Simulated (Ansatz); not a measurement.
All numbers below come from Ansatz 0.2.0, DFT PBE, scalar-relativistic, plane waves, PAW. Settings: cutoff 420 eV, Γ-centred meshes spaced at most about 0.3 Å⁻¹, and about 0.25 Å⁻¹ or finer for metals (2π included), Gaussian smearing. No spin polarisation in the final relaxations.

These are static total energies at zero pressure.

Compare these two cells of AlAs₃, each relaxed at this level.

A.

Space group Pm-3m (No. 221). a = 4.884 Å, b = 4.884 Å, c = 4.884 Å, α = 90.00°, β = 90.00°, γ = 90.00°
```json
{"atom": "Al", "site": "1b", "symmetry": "m-3m", "x": "0.5000", "y": "0.5000", "z": "0.5000"}
{"atom": "As", "site": "3c", "symmetry": "4/mm.m", "x": "0.0000", "y": "0.5000", "z": "0.5000"}
```

B.

Space group Pm-3n (No. 223). a = 5.323 Å, b = 5.323 Å, c = 5.323 Å, α = 90.00°, β = 90.00°, γ = 90.00°
```tsv
atom	site	symmetry	x	y	z
Al	2a	m-3.	0.5000	0.5000	0.5000
As	6c	-4m.2	0.5000	0.2500	0.0000
```

**Question.** Which would you expect to be lower, and how large is the difference?

**Answer.** B is lower, by 0.32 eV/atom. A has the ReO3 type, space group Pm-3m (No. 221), 29.1 Å³/atom and no gap on its mesh; B has the A15 type, space group Pm-3n (No. 223), 18.9 Å³/atom and no gap. Counting As atoms around Al (those within 1.25 times the shortest such distance or 1.15 times the sum of covalent radii, 1.27 where that leaves under three; the shortest distance is added where it exceeds 1.18 times the sum of covalent radii), A has Al 6 and B has Al 12 from 3.0 Å. The denser one is the lower, and pressure would at first widen the difference. Even the lower one lies +0.40 eV/atom against the reference forms of the elements (uncorrected), so neither is stable at this level. In A, Al is surrounded by 6 As at 2.44 Å; As is surrounded by 2 Al at 2.44 Å. In B, Al has 12 As at 2.98 Å; As has 2 As at 2.66 Å, 4 Al at 2.98 Å and 8 As at 3.26 Å. Both come from invented guesses. A third cell relaxed alike, in Aem2, lies 0.48 eV/atom below the lower of the two; the Pm-3n cell fell into it when its atoms were moved at random.

Cells relaxed within their symmetry can be saddle points.
